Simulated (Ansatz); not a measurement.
Input and command of a plane-wave DFT calculation in Ansatz:

```yaml
crystal:
  lattice:
    - [4.432465, 0.0, 0.0]
    - [0.0, 4.432465, 0.0]
    - [0.0, 0.0, 4.432465]
  atoms:
    - { symbol: Ga, position: [0.0, 0.5, 0.5] }
    - { symbol: Ga, position: [0.5, 0.0, 0.5] }
    - { symbol: Ga, position: [0.5, 0.5, 0.0] }
    - { symbol: Se, position: [0.0, 0.0, 0.0] }
basis:
  ecutwfc: 420
kpoints:
  mp_grid: { grid: [10, 10, 10] }
hamiltonian:
  xc: pbe
scf:
  occupations: { method: gaussian, width: 0.1 }
  mixing: { beta: 0.6 }
  max_iter: 120
  lower_state_search: "off"
  initial_density: { chi_scale: 0, normalization: atom }
output:
  forces: true
  stress: true
  eigenvalues: true
```

```bash
ansatz run input.yaml --threads 1 --pin off --max-ram 2560MiB --backend cpu --events-out ev --progress --plain --runs-dir out
```

Processor: Arm Neoverse V2, 1 thread, on a host shared with other jobs.

**Question.** Estimate time, memory and problem size.

**Answer.** About 8.4 s on 1 thread of Arm Neoverse V2, on a shared host, peak memory 0.38 GiB. It solves 33 bands at 56 k points (the mesh reduced by the symmetry that the task leaves, which can be less than the crystal's) with about 1743 plane waves, in 9 SCF iterations.
